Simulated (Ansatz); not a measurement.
**SiC: levels along high-symmetry lines**

```yaml
crystal:
  lattice:
    - [3.09197, 0.00000, 0.00000]
    - [-1.54598, 2.67772, 0.00000]
    - [0.00000, 0.00000, 5.07433]
  atoms:
    - { symbol: Si, position: [0.33333, 0.66667, 0.00008] }
    - { symbol: Si, position: [0.66667, 0.33333, 0.50008] }
    - { symbol: C, position: [0.33333, 0.66667, 0.37592] }
    - { symbol: C, position: [0.66667, 0.33333, 0.87592] }
```

Atoms are numbered in the order listed.

Conventional cell: a = 3.092 Å, b = 3.092 Å, c = 5.074 Å, α = 90.00°, β = 90.00°, γ = 120.00°. Si (atom 1) has 4 C at 1.89 to 1.91 Å as nearest neighbours. C (atom 3) has 4 Si at 1.89 to 1.91 Å as nearest neighbours.

The cell was built from the wurtzite type and relaxed in the same program, and has space group P6_3mc; it needn't be a known or the stable phase.

Method: Ansatz 0.2.0, DFT, PBE, all-electron LAPW, scalar-relativistic.

Settings: a Γ-centred 13×13×7 k mesh, Fermi–Dirac smearing of 0.08 eV, basis error target 1 meV/atom, no spin polarisation.

Points in fractions of the reciprocal vectors of this cell: Γ (0, 0, 0), M (0.5, 0, 0), K (0.333, 0.333, 0), A (0, 0, 0.5), L (0.5, 0, 0.5), H (0.333, 0.333, 0.5). The path joins them by straight lines in the order Γ–M–K–Γ–A–L–H–A–L; legs that retrace an earlier one aren't tabulated. Energies are in eV from the top of the valence band.

List the levels at M between -20 and 5 eV.

-12.18, -10.72, -7.73, -6.26, -5.38, -3.29, -3.24, -1.19, 2.75, 4.21.

List the levels at K between -20 and 5 eV.

-11.02 (×2), -6.64, -6.25 (×2), -3.99 (×2), -3.78, 2.31.

List the levels at Γ between -20 and 5 eV.

-15.45, -11.94, -8.61, -1.31 (×2), -0.11, 0.00 (×2), 4.67.

What is the band gap?

2.31 eV, indirect from Γ to K (0.333, 0.333, 0).
